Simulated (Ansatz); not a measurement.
V2GeB2:
```xyz
5
Lattice="3.0038 0.0000 0.0000 -1.5019 2.6014 0.0000 0.0000 0.0000 6.6795" Properties=species:S:1:pos:R:3 pbc="T T T"
V      0.0000     1.7343     4.7730
V      0.0000     1.7343     1.9064
Ge     0.0000     0.0000     0.0000
B      0.0000     0.0000     3.3397
B      1.5019     0.8671     3.3397
```

Relaxed with r²SCAN. Special points in fractions of this cell's reciprocal vectors: Γ (0.000, 0.000, 0.000); M (0.500, 0.000, 0.000); K (0.333, 0.333, 0.000); A (0.000, 0.000, 0.500); L (0.500, 0.000, 0.500); H (0.333, 0.333, 0.500).

Q: List the band energies nearest the Fermi level at these points for the program Ansatz at the r²SCAN level (PAW).

A: In eV from the Fermi level; about four levels below and three above (degenerate sets whole), none deeper than 8.9 eV; points with the same levels are listed once.

```json
[
 {"k": "Γ", "below": "-0.90 -0.90 -0.26 -0.26", "above": "0.96 0.96 1.47"},
 {"k": "M", "below": "-4.32 -3.67 -2.57 -2.30", "above": "0.53 0.97 1.38"},
 {"k": "K", "below": "-3.64 -3.30 -2.17 -0.75", "above": "0.78 0.87 1.45"},
 {"k": "A", "below": "-0.78 -0.78 -0.42 -0.42", "above": "0.75 0.75 1.32"},
 {"k": "L", "below": "-3.21 -3.19 -2.07 -0.31", "above": "1.13 1.71 1.88"},
 {"k": "H", "below": "-3.21 -3.17 -3.09 -1.28", "above": "0.90 1.80 2.05"}
]
```

Space group P-6m2. The start of the workflow was typed in or built on a structure type; neither database checked (COD, Materials Project) lists it. Whether it is the stable phase at ambient conditions was not checked. The r²SCAN relaxation kept the symmetry of its start; whether a distortion lowers the energy is not shown. The workflow began spin-polarised and lost its moments. Spin–orbit coupling is left out wherever it is not named.

Potentials: the earlier of the program's two PAW sets. The files were generated under PBE; for other functionals the program regenerates the frozen cores, and for LDA and PBEsol the local potential too.
